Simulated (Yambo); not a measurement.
G0W0@PBEsol for K₂Pt (space group Fm-3m, No. 225) in Yambo. Reference settings: 2×2×2 Γ-centred k mesh, bands 9 to 310 and a 7 Ry block in the screening, 310 bands in G with the Bruneval-Gonze terminator, plasmon pole fitted at 27.2 eV. The PBEsol gap X → L on this mesh is 0.97 eV; G0W0 gaps are taken between the same points.

With and without the terminator, as bands are cut:

```tsv
bands in G (in W)	gap, terminator (eV)	gap, none (eV)	valence shift, terminator (eV)	valence shift, none (eV)
114 (310)	1.741	1.347	-0.558	0.066
200 (310)	1.757	1.552	-0.613	-0.302
310 (310)	1.769	1.676	-0.632	-0.480
```

Over this range the gap spans 0.028 eV with the terminator and 0.329 eV without, the valence shift 0.074 eV and 0.546 eV. Neither column has reached its limit for certain.

Spin-orbit coupling is included.

Geometry relaxed with PBEsol; primitive cell a = 5.2837 Å, b = 5.2837 Å, c = 5.2837 Å, α = 60.00°, β = 60.00°, γ = 60.00°.

The structure is a Materials Project entry; no match was found in the copy of COD used, and its stability was not checked.

A shift is the quasiparticle energy of the state minus its PBEsol energy.
